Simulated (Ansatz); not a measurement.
Optical constants of Be2Sn

Method: DFT PBEsol, scalar-relativistic, plane waves, PAW in Ansatz. Cutoff 420 eV, 12×12×12 k-points (Γ-centred), Fermi-Dirac smearing of 0.15 eV. No spin polarisation.

Equilibrium structure at this level:
```
Be Sn
1.0
     0.00000    2.88102    2.88102
     2.88102    0.00000    2.88102
     2.88102    2.88102    0.00000
Be Sn
2 1
Direct
  0.75000 0.75000 0.75000
  0.25000 0.25000 0.25000
  0.00000 0.00000 0.00000
```

The cell was built by swapping an element in a database structure (itself possibly hypothetical) and relaxing; it need not be the stable form of this composition. In a metal these results depend on the k mesh and the smearing. Spin–orbit coupling is left out, which matters for heavy elements.

Independent-particle response (no local fields, no excitons) on a 20×20×20 mesh, broadened by 0.1 eV; the Drude term is undamped and its weight carries the smearing above, which sets much of it in a semimetal. The run couldn't bound its error over part or most of this range, so small peaks and near ties are unsure. Light polarised along y. ε₁ lacks the small share of bands above those solved.

(1) Tabulate ε₁ and ε₂ against photon energy.

(2) Where is the highest local maximum of ε₂ between 0.3 and 12 eV?

Results:

(1)
```csv
E (eV),ε₁,ε₂
0.2,-343.30,8.28
0.6,-12.45,10.43
1.0,3.23,12.35
1.4,9.71,8.04
1.8,16.43,7.92
2.2,23.41,12.08
2.6,28.35,23.70
3.0,12.02,46.18
3.4,-16.68,38.30
3.8,-15.09,17.31
4.2,-9.53,13.52
4.6,-10.53,10.66
5.0,-9.61,7.71
5.4,-8.30,5.60
5.8,-7.09,4.22
6.2,-6.09,3.26
6.6,-5.22,2.56
7.0,-4.51,2.05
7.4,-3.89,1.66
7.8,-3.37,1.38
8.2,-2.97,1.13
8.6,-2.57,0.89
9.0,-2.17,0.75
9.4,-1.86,0.66
9.8,-1.59,0.56
10.2,-1.33,0.53
10.6,-1.16,0.51
11.0,-1.00,0.46
11.4,-0.85,0.44
11.8,-0.74,0.42
```

(2) At 3.1 eV, where ε₂ = 46.7.